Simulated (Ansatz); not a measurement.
Structures of Tl$_{2}$Ge: which is lowest?

Plane-wave DFT in Ansatz with scalar-relativistic PAW potentials, cutoff 420 eV, Γ-centred meshes chosen by cell and gap, Gaussian smearing with energies taken to zero width. Every cell was relaxed (cell and atoms) in a run of its own, within the symmetry of its start. Functional: PBE.

Relaxed structures (starts from databases or built by putting these elements on another compound's sites):
A. Pn-3m, 6 atoms in the computed cell, a = 6.340 Å; sites (symmetry × multiplicity) Tl .-3m × 4, Ge -43m × 2; start: built
B. P6/mmm, 3 atoms in the computed cell, a = 5.568 Å, c = 3.126 Å; sites (symmetry × multiplicity) Tl -6m2 × 2, Ge 6/mmm × 1; start: built
C. I4_1/amd, 6 atoms in the computed cell, a = 5.683 Å, c = 13.966 Å; sites (symmetry × multiplicity) Tl 2mm. × 8, Ge -4m2 × 4; start: built

Rank them by energy. Could pressure change the order?

| structure | group | E − E(lowest) (meV/atom) | V (Å³/atom) | gap on mesh (eV) |
| --- | --- | --- | --- | --- |
| B | P6/mmm | 0.0 | 27.98 | 0.00 |
| C | I4_1/amd | 33 | 37.59 | 0.00 |
| A | Pn-3m | 274 | 42.47 | 0.00 |

B is lowest, 33 meV/atom under C. The lowest is also the densest of these, so pressure wouldn't bring one of the others in at first order. Other structures may lie lower than all of these, and vibrations aren't counted.

Spin-orbit coupling is left out, which matters for the bands of heavy elements. For Tl, Pb and Bi spin-orbit coupling shifts energies too.